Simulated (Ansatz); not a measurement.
Data:

BeS (zinc blende, F-43m), a = b = c = 4.8380 Å, α = β = γ = 90.00°; the cell used has 2 atoms.

This is the PBEsol-relaxed structure.

**Question.** All from plane-wave PAW PBEsol (Ansatz code), unless another level is named. Give the Hill bulk and shear moduli.

**Answer.** 97.2 and 66.3 GPa.

**Question.** Give the elastic constants (relaxed ions, GPa).

**Answer.** C11 = 161, C12 = 65.5, C44 = 83.0.

The PBEsol relaxation kept the symmetry of its start. The volume moved by 26 % from the start of the relaxation.

Potentials: the later of the program's two PAW sets.
